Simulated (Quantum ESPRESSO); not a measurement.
## Ga2SiMgN4 (input and log of a self-consistent run)

A calculation, not a measurement. The program is pw.x of Quantum ESPRESSO 7.5 (plane-wave density functional theory). The cell is made up: 8 atoms on a zincblende/diamond lattice, with randomly drawn elements, strain and displacements, not relaxed. PseudoDojo standard norm-conserving files (v0.5 for PBE, v0.4.1 for LDA and PBEsol) set the functional; there is no spin polarisation, spin-orbit coupling or dispersion term, and the masses in the input are unused placeholders.

Input:

```
&control calculation='scf', pseudo_dir='./dojo.nc.sr.pbe.v0_5.standard.upf', outdir='./o', disk_io='medium', tprnfor=.true., tstress=.true. /
&system ibrav=0, nat=8, ntyp=4, nbnd=36, ecutwfc=84.00895049, nosym=.true., tot_charge=0,
 occupations='smearing', smearing='fd', degauss=0.0018374661
/
&electrons conv_thr=7.350e-09, electron_maxstep=60, /
ATOMIC_SPECIES
Ga 1.0 Ga.upf
Mg 1.0 Mg.upf
N 1.0 N.upf
Si 1.0 Si.upf
CELL_PARAMETERS angstrom
4.3672 0.0509 0.0242
0.0509 4.5057 -0.0071
0.0242 -0.0071 4.3437
ATOMIC_POSITIONS angstrom
Ga -0.0352 -0.0564 0.053
Si 0.0287 2.2596 2.1826
Ga 2.1734 0.0256 2.1746
Mg 2.1866 2.2966 0.0293
N 1.0897 1.0842 1.0542
N 1.1496 3.3937 3.2748
N 3.3213 1.1789 3.236
N 3.3452 3.4132 1.0996
K_POINTS automatic
4 4 4 1 1 1
```

The log is shortened where brackets say so; the opening notice, blank lines, dates and the lines on written files are dropped, and the path of the files is cut. It prints rydbergs, bohrs and kilobars, and counts compression as positive stress.

```
     Program PWSCF v.7.5
     Parallel version (MPI & OpenMP), running on       1 processor cores
     Number of MPI processes:                 1
     Threads/MPI process:                     1
     [start-up lines left out]
     bravais-lattice index     =            0
     lattice parameter (alat)  =       8.2535  a.u.
     unit-cell volume          =     576.7000 (a.u.)^3
     number of atoms/cell      =            8
     number of atomic types    =            4
     number of electrons       =        60.00
     number of Kohn-Sham states=           36
     kinetic-energy cutoff     =      84.0090  Ry
     charge density cutoff     =     336.0358  Ry
     scf convergence threshold =      7.3E-09
     mixing beta               =       0.7000
     number of iterations used =            8  plain     mixing
     Exchange-correlation= PBE
                           (   1   4   3   4   0   0   0)
     [axes and pseudopotential details left out]
   Cartesian axes
     site n.     atom                  positions (alat units)
         1        Ga     tau(   1) = (  -0.0080594  -0.0129134   0.0121349  )
         2        Si     tau(   2) = (   0.0065712   0.5173594   0.4997294  )
         3        Ga     tau(   3) = (   0.4976230   0.0058614   0.4978977  )
         4        Mg     tau(   4) = (   0.5006453   0.5258309   0.0067085  )
         5        N      tau(   5) = (   0.2494984   0.2482391   0.2413703  )
         6        N      tau(   6) = (   0.2632131   0.7770236   0.7498002  )
         7        N      tau(   7) = (   0.7604468   0.2699217   0.7409165  )
         8        N      tau(   8) = (   0.7659190   0.7814883   0.2517651  )
     number of k points=    32  Fermi-Dirac smearing, width (Ry)=  0.0018
                       cart. coord. in units 2pi/alat
        k(    1) = (   0.1229183   0.1199764   0.1251980), wk =   0.0625000
        k(    2) = (   0.1215205   0.1203883   0.3765800), wk =   0.0625000
     [further k points left out]
     Dense  grid:    59925 G-vectors     FFT dimensions: (  50,  50,  48)
     Estimated max dynamical RAM per process >      76.17 MB
     Initial potential from superposition of free atoms
     starting charge      59.9932, renormalised to      60.0000
     Starting wfcs are   43 randomized atomic wfcs
     total cpu time spent up to now is        5.9 secs
     per-process dynamical memory:    44.8 Mb
     Self-consistent Calculation
     iteration #  1     ecut=    84.01 Ry     beta= 0.70
     Davidson diagonalization with overlap
     ethr =  1.00E-02,  avg # of iterations =  3.2
     total cpu time spent up to now is       17.9 secs
     total energy              =    -515.43890615 Ry
     estimated scf accuracy    <       2.28937730 Ry
     iteration #  2     ecut=    84.01 Ry     beta= 0.70
     Davidson diagonalization with overlap
     ethr =  3.82E-03,  avg # of iterations =  2.5
     total cpu time spent up to now is       32.3 secs
     total energy              =    -516.12840737 Ry
     estimated scf accuracy    <       1.90985797 Ry
     iteration #  3     ecut=    84.01 Ry     beta= 0.70
     Davidson diagonalization with overlap
     ethr =  3.18E-03,  avg # of iterations =  2.0
     total cpu time spent up to now is       42.0 secs
     total energy              =    -516.44277918 Ry
     estimated scf accuracy    <       0.02356074 Ry
     iteration #  4     ecut=    84.01 Ry     beta= 0.70
     Davidson diagonalization with overlap
     ethr =  3.93E-05,  avg # of iterations =  6.0
     total cpu time spent up to now is       55.1 secs
     total energy              =    -516.45572697 Ry
     estimated scf accuracy    <       0.00682038 Ry
     iteration #  5     ecut=    84.01 Ry     beta= 0.70
     Davidson diagonalization with overlap
     ethr =  1.14E-05,  avg # of iterations =  3.2
     total cpu time spent up to now is       67.1 secs
     total energy              =    -516.45611970 Ry
     estimated scf accuracy    <       0.00272310 Ry
     [iterations 6 to 7 left out]
     iteration #  8     ecut=    84.01 Ry     beta= 0.70
     Davidson diagonalization with overlap
     ethr =  8.76E-08,  avg # of iterations =  3.2
     total cpu time spent up to now is      107.1 secs
     total energy              =    -516.45618578 Ry
     estimated scf accuracy    <       0.00000275 Ry
     iteration #  9     ecut=    84.01 Ry     beta= 0.70
     Davidson diagonalization with overlap
     ethr =  4.58E-09,  avg # of iterations =  3.3
     total cpu time spent up to now is      118.6 secs
     total energy              =    -516.45618625 Ry
     estimated scf accuracy    <       0.00000223 Ry
     iteration # 10     ecut=    84.01 Ry     beta= 0.70
     Davidson diagonalization with overlap
     ethr =  3.71E-09,  avg # of iterations =  2.0
     total cpu time spent up to now is      125.8 secs
     total energy              =    -516.45618643 Ry
     estimated scf accuracy    <       0.00000016 Ry
     iteration # 11     ecut=    84.01 Ry     beta= 0.70
     Davidson diagonalization with overlap
     ethr =  2.69E-10,  avg # of iterations =  3.4
     total cpu time spent up to now is      135.0 secs
     total energy              =    -516.45618649 Ry
     estimated scf accuracy    <       0.00000001 Ry
     iteration # 12     ecut=    84.01 Ry     beta= 0.70
     Davidson diagonalization with overlap
     ethr =  1.73E-11,  avg # of iterations =  2.3
     total cpu time spent up to now is      143.5 secs
     End of self-consistent calculation
     [lines on levels left out]
!    total energy              =    -516.45618649 Ry
     estimated scf accuracy    <          6.2E-09 Ry
     smearing contrib. (-TS)   =       0.00000000 Ry
     internal energy E=F+TS    =    -516.45618649 Ry
     The total energy is F=E-TS. E is the sum of the following terms:
     one-electron contribution =    -208.91567060 Ry
     hartree contribution      =     148.59837892 Ry
     xc contribution           =    -128.01246490 Ry
     ewald contribution        =    -328.12642991 Ry
     convergence has been achieved in  12 iterations
     Forces acting on atoms (cartesian axes, Ry/au):
     atom    1 type  1   force =     0.01244306    0.05849072   -0.05383590
     atom    2 type  4   force =     0.00536933   -0.02426645   -0.00227173
     atom    3 type  1   force =     0.01038547    0.00928392    0.02329824
     atom    4 type  2   force =     0.01678445   -0.02607800    0.00577745
     atom    5 type  3   force =    -0.07584164    0.07811258    0.09238442
     atom    6 type  3   force =    -0.09225969   -0.04946982   -0.11244446
     atom    7 type  3   force =     0.07589972    0.03418378   -0.06482821
     atom    8 type  3   force =     0.04721930   -0.08025672    0.11192018
     Total force =     0.291804     Total SCF correction =     0.000076
     Computing stress (Cartesian axis) and pressure
          total   stress  (Ry/bohr**3)                   (kbar)     P=      114.51
   0.00095552  -0.00013738  -0.00019341          140.56      -20.21      -28.45
  -0.00013738   0.00047215  -0.00012626          -20.21       69.46      -18.57
  -0.00019341  -0.00012626   0.00090768          -28.45      -18.57      133.52
     init_run     :      5.42s CPU      5.78s WALL (       1 calls)
     electrons    :    128.57s CPU    137.56s WALL (       1 calls)
     forces       :      1.42s CPU      1.45s WALL (       1 calls)
     stress       :      4.60s CPU      4.63s WALL (       1 calls)
     [timing details left out]
     PWSCF        :   2m20.18s CPU   2m29.67s WALL
     JOB DONE.
```

In other units: free energy -7026.744 eV for the cell, pressure 11.45 GPa, largest force component 2.891 eV/Å. A rerun of this cell at 1437 eV and a 6 x 6 x 6 mesh moved values by no more than 0.004 eV in energy, 0.02 GPa in stress and 0.004 eV/Å in force.